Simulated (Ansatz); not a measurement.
BiPt (NiAs type, P6_3/mmc), a = 4.3618 Å, b = 4.3618 Å, c = 5.4867 Å, α = 90.00°, β = 90.00°, γ = 120.00°.

Relaxed with PBEsol.

Which orbitals make up the states near the Fermi level in the program Ansatz at the PBEsol level (PAW)?

Within 0.5 eV of the Fermi level: Bi 6p 50 %, Pt 5d 37 %, Bi 6s 5 %. Projections are on Löwdin-orthogonalised atomic valence shells; empty p or d shells of many metals are not among them.

Tabulate the density of states.

States/eV per cell of 4 atoms, in 0.25 eV bins, energy from the Fermi level.

| E (eV) | total | Pt 5d | Bi 6p | Pt 6s |
|---|---|---|---|---|
| -7.85 | 0.00 | 0.00 | 0.00 | 0.00 |
| -7.60 | 0.00 | 0.00 | 0.00 | 0.00 |
| -7.35 | 0.00 | 0.00 | 0.00 | 0.00 |
| -7.10 | 0.17 | 0.04 | 0.06 | 0.07 |
| -6.85 | 0.85 | 0.22 | 0.30 | 0.28 |
| -6.60 | 0.94 | 0.24 | 0.35 | 0.29 |
| -6.35 | 1.03 | 0.26 | 0.41 | 0.28 |
| -6.10 | 1.20 | 0.32 | 0.52 | 0.29 |
| -5.85 | 1.73 | 0.50 | 0.81 | 0.34 |
| -5.60 | 2.96 | 1.00 | 1.42 | 0.42 |
| -5.35 | 3.80 | 1.82 | 1.54 | 0.33 |
| -5.10 | 5.41 | 3.53 | 1.65 | 0.16 |
| -4.85 | 3.79 | 2.60 | 1.01 | 0.13 |
| -4.60 | 4.45 | 3.01 | 1.16 | 0.21 |
| -4.35 | 4.91 | 3.42 | 1.21 | 0.20 |
| -4.10 | 4.56 | 3.34 | 1.01 | 0.11 |
| -3.85 | 5.38 | 4.08 | 1.10 | 0.09 |
| -3.60 | 4.46 | 3.26 | 0.97 | 0.12 |
| -3.35 | 5.64 | 4.43 | 0.91 | 0.16 |
| -3.10 | 8.29 | 7.21 | 0.70 | 0.21 |
| -2.85 | 9.57 | 8.17 | 0.90 | 0.24 |
| -2.60 | 5.22 | 4.40 | 0.55 | 0.12 |
| -2.35 | 3.53 | 2.87 | 0.41 | 0.11 |
| -2.10 | 4.25 | 3.30 | 0.60 | 0.11 |
| -1.85 | 4.27 | 3.48 | 0.48 | 0.11 |
| -1.60 | 4.52 | 3.78 | 0.44 | 0.13 |
| -1.35 | 3.13 | 1.86 | 0.82 | 0.19 |
| -1.10 | 2.67 | 1.36 | 0.83 | 0.20 |
| -0.85 | 2.11 | 0.97 | 0.82 | 0.12 |
| -0.60 | 1.83 | 0.78 | 0.79 | 0.09 |
| -0.35 | 1.67 | 0.66 | 0.79 | 0.06 |
| -0.10 | 1.81 | 0.68 | 0.90 | 0.06 |
| 0.15 | 2.09 | 0.75 | 1.07 | 0.07 |
| 0.40 | 2.15 | 0.73 | 1.14 | 0.08 |
| 0.65 | 1.61 | 0.49 | 0.89 | 0.06 |
| 0.90 | 1.44 | 0.39 | 0.82 | 0.07 |
| 1.15 | 1.77 | 0.38 | 1.07 | 0.11 |
| 1.40 | 1.75 | 0.35 | 1.07 | 0.12 |
| 1.65 | 1.51 | 0.29 | 0.91 | 0.11 |
| 1.90 | 1.45 | 0.28 | 0.86 | 0.11 |
| 2.15 | 1.62 | 0.32 | 0.94 | 0.15 |
| 2.40 | 1.84 | 0.35 | 1.03 | 0.21 |
| 2.65 | 1.60 | 0.26 | 0.95 | 0.17 |
| 2.90 | 1.42 | 0.20 | 0.85 | 0.17 |
| 3.15 | 1.58 | 0.22 | 1.00 | 0.16 |
| 3.40 | 1.43 | 0.20 | 0.88 | 0.17 |
| 3.65 | 1.39 | 0.18 | 0.68 | 0.32 |
| 3.90 | 1.75 | 0.19 | 0.78 | 0.46 |
| 4.15 | 2.51 | 0.23 | 1.07 | 0.68 |
| 4.40 | 3.44 | 0.24 | 1.37 | 0.98 |
| 4.65 | 4.02 | 0.22 | 1.63 | 1.21 |

The workflow started from a Materials Project entry (that database holds measured and hypothetical structures alike); the Crystallography Open Database files this formula in space group No. 194, but the cells were not matched. Its standing as an ambient phase is unchecked. The PBEsol relaxation kept the symmetry of its start; of distortions, only those at the zone centre were tested. The run is not spin-polarised. Axis ratios of metals converge slowly with the k-mesh, so a and c are less sure than the volume. Scalar-relativistic: spin–orbit coupling is off unless named, which matters more the heavier the elements.

Potentials: the later of the program's two PAW sets.
